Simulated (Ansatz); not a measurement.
SnC₃, ordered on the diamond lattice (P-4m2) with 4 atoms a cell, relaxed with r2SCAN, was run in Ansatz 0.2.0 under altered settings. All numbers are computed, without spin polarisation but where a row says otherwise.

```yaml
crystal:
  lattice:
    - [2.97889, 0.00000, 0.00000]
    - [0.00000, 2.97889, 0.00000]
    - [0.00000, 0.00000, 4.64352]
  atoms:
    - { symbol: C, position: [0.50000, 0.00000, 0.82036] }
    - { symbol: C, position: [0.50000, 0.50000, 0.00000] }
    - { symbol: C, position: [0.00000, 0.50000, 0.17964] }
    - { symbol: Sn, position: [0.00000, 0.00000, 0.50000] }
```

The base run's other keys:
```yaml
kpoints:
  mp_grid: { grid: [6, 6, 4] }
hamiltonian:
  xc: pbesol
scf:
  occupations: { method: fixed }
  n_extra_bands: 5
```

It takes 7 iterations with 779 plane waves at 420 eV and 30 k points, and leaves a mean stress of -3.10 GPa. The gap over this mesh is 0.319 eV. It ran on 4 threads of Arm Neoverse N1, on a shared host.

Outcomes, with energy and stress as changes against the base:
```tsv
setting	outcome	ΔF (meV/atom)	Δ mean stress (GPa)	gap on the mesh (eV)	iterations	wall time
scf.n_extra_bands: 1	converged	0.0	0.00	0.318	7	1.3 s
scf.occupations: gaussian 0.001	converged	0.0	0.00	0.318	6	1.4 s
scf.eigensolver.kind: dense	converged	0.0	0.00	0.318	7	55 s
crystal.symmetry.detect: false	converged	0.0	0.00	0.318	8	3.4 s
scf.mixing.beta: 0.05	converged	0.0	0.00	0.318	8	1.6 s
scf.occupations: methfessel_paxton 0.2	converged	+0.2	+0.01	0.318	6	1.3 s
scf.occupations: cold 0.001	converged	0.0	0.00	0.318	6	1.4 s
accuracy: high	converged	0.0	0.00	0.318	9	1.7 s
kpoints.mp_grid.grid: [2, 2, 2]	converged	+400	+0.24	0.145	8	0.68 s
scf.occupations: tetrahedron	converged, warned	0.0	–	0.318	7	1.4 s
scf.occupations: methfessel_paxton 0.05	converged	0.0	0.00	0.318	6	1.4 s
kpoints.mp_grid.shift: [0.5, 0.5, 0.5]	converged	-5.6	+0.13	1.074	8	1 s
scf.occupations: gaussian 0.5	converged	-3.2	+0.21	–	7	1.4 s
magnetization.initial_magnetization: 2.0	refused	–	–	–	–	0.16 s
```
A dash marks a value that wasn't obtained or can't be compared. Stress is positive in compression. The base took 1.4 s.

- kpoints.mp_grid.grid: [2, 2, 2]. The free energy moves by +400 meV an atom, the mean stress by +0.24 GPa (single components by up to 7.6) and the gap on the mesh by -0.174 eV (to 0.145). The mesh is too coarse.
- scf.occupations: tetrahedron. Energy, stress and gap stay within 1 meV an atom, 0.1 GPa and 0.005 eV of the base. Warned: band table not solved further, tetrahedron derivatives may miss energy slope.
- kpoints.mp_grid.shift: [0.5, 0.5, 0.5]. The free energy moves by -5.6 meV an atom, the mean stress by +0.13 GPa and the gap on the mesh by +0.755 eV (to 1.074). The gap changes mostly because other points are sampled; a mesh that misses a band edge overestimates it.
- scf.occupations: gaussian 0.5. The free energy moves by -3.2 meV an atom, the mean stress by +0.21 GPa (single components by up to 0.9) and the gap on the mesh by +0.016 eV (to 0.334). The term −TS is -9.5 meV an atom. A width of 0.5 eV moves electrons across a gap of 0.32 eV: this is no longer the ground state.
- magnetization.initial_magnetization: 2.0. The program doesn't start. Error: inconsistent input (scf.occupations.method, magnetization): a σ = 0 step fill (method: fixed, or a smearing width below the step floor) with no hard lock on the total moment puts the same N_el/2 bands in each spin channel, which gives a total moment of zero, but the starting moments sum to +2.0000 μB […]

Within 1 meV an atom, 0.1 GPa and 0.005 eV of the base stay: scf.n_extra_bands: 1; scf.occupations: gaussian 0.001; scf.eigensolver.kind: dense; crystal.symmetry.detect: false; scf.mixing.beta: 0.05; scf.occupations: methfessel_paxton 0.2; scf.occupations: cold 0.001; accuracy: high; scf.occupations: tetrahedron; scf.occupations: methfessel_paxton 0.05.

Spin-orbit coupling is left out, which matters wherever the heavy atoms make up the band edges.
